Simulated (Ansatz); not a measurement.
KI (rock salt) was relaxed and computed twice in Ansatz (plane waves, PAW), once with PBE and once with r²SCAN.

```tsv
	run 1	run 2
cell	a = 7.182 Å, b = 7.182 Å, c = 7.182 Å, α = 90.00°, β = 90.00°, γ = 90.00°	a = b = c = 7.0924 Å, α = β = γ = 90.00°
gap (eV)	3.86	4.58
ΔH_f (eV/atom)	-1.50	-1.71
B₀ by P(V) fit (GPa)	10.6	12.4
electron conductivity mass (mₑ)	0.34	0.34
```

Task: Which run used which functional?

Result: Run 1 is PBE, run 2 is r²SCAN.

All cells were relaxed under the symmetry of their starts (and spin orders); stability against distortions was not tested throughout. Scalar-relativistic: spin–orbit coupling is off unless named, which matters more the heavier the elements.

Potentials: the later of the program's two PAW sets.

Ansatz (a quantum-chemistry and plane-wave program) is a plane-wave DFT program.

Formation energies count from the lowest solids of the elements computed at the same level, not from gases.
